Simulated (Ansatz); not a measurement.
TiO₂:
```xyz
6
Lattice="-1.8698 1.8698 4.7301 1.8698 -1.8698 4.7301 1.8698 1.8698 -4.7301" Properties=species:S:1:pos:R:3 pbc="T T T"
Ti     0.0000     0.0000     0.0000
Ti     0.0000     1.8698     2.3650
O      0.0000     1.8698     4.3320
O      0.0000     0.0000     1.9670
O      0.0000     0.0000     7.4932
O      0.0000     1.8698     0.3981
```

Relaxed with LDA.

**Question.** Give the optical modes at the zone centre with their infrared and Raman activity from DFPT, LDA in the plane-wave PAW code Ansatz.

**Answer.** Transverse frequencies, without the LO–TO term; a row sums one degenerate level.

```
ω (cm⁻¹)  degeneracy  IR ((D/Å)²/amu)  Raman (Å⁴/amu)  activity  symmetry
--------  ----------  ---------------  --------------  --------  --------
150                2             0.00             630     Raman        Eg
164                2             0.00             6.6     Raman        Eg
241                2           124.74               0        IR        Eu
348                1            78.85               0        IR       A2u
384                1             0.00             280     Raman       B1g
442                2           135.89               0        IR        Eu
503                1             0.00             130     Raman       B1g
528                1             0.00             420     Raman       A1g
551                1             0.00               0    silent       B2u
638                2             0.00            1500     Raman        Eg
```

**Question.** How high does the top mode go among those that the LO–TO term moves?

**Answer.** 865 cm⁻¹ for q along x, 865 cm⁻¹ for q along y, 726 cm⁻¹ for q along z.

Space group I4_1/amd (anatase). The cell was relaxed with LDA under the symmetry of its start. The run is not spin-polarised.

Potentials: the earlier of the program's two PAW sets. The files were generated under PBE; for other functionals the program regenerates the frozen cores, and for LDA and PBEsol the local potential too.
